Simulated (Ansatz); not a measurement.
**TaRh3 squeezed and stretched**

A database entry relaxed whole under r2SCAN (Pm-3m):

```
Ta Rh
1.0
     3.86439    0.00000    0.00000
     0.00000    3.86439    0.00000
     0.00000    0.00000    3.86439
Ta Rh
1 3
Direct
  0.00000 0.00000 0.00000
  0.00000 0.50000 0.50000
  0.50000 0.00000 0.50000
  0.50000 0.50000 0.00000
```

The cell was scaled uniformly, its shape held, and the atoms relaxed at each volume with plane-wave PAW DFT (Ansatz 0.2.0; r2SCAN, 500 eV, 9×9×9 Γ-centred mesh, fermi-dirac occupations of width 0.100 eV; no spin, no spin-orbit coupling). One row is withheld.

```
volume (Å³/atom)  energy over the lowest (meV/atom)  pressure (GPa)
          13.562                               51.2           20.44
          13.850                               21.6           12.82
          14.139                                5.0            6.03
          14.427                                0.0           -0.02
          14.716                                5.3           -5.41
          15.004                                  ?               ?
          15.293                               42.3          -14.48
```

Q: Fit the pressures of the other rows to the third-order Birch-Murnaghan form.

A: With f = [(V₀/V)^(2/3) − 1]/2 and P = 3B₀f(1 + 2f)^(5/2)[1 + 3(B₀′ − 4)f/2], least squares gives V₀ = 14.43 Å³ an atom, B₀ = 285 GPa and B₀′ = 4.8; the rows miss the fit by less than 0.01 GPa. The slope of the energies differs from these pressures by 0.19 GPa, since they are taken to zero smearing while pressures follow the free energy.

Q: What does the withheld row hold?

A: The fit gives -10.20 GPa at 15.004 Å³; the run gave -10.21 GPa and 19.7 meV an atom.

Caveats: the shape of the cell was held; 0 K, fixed nuclei; the symmetry was kept, and this need not be the phase that is stable at 0 K; one mesh for all volumes; pressure is positive in compression.
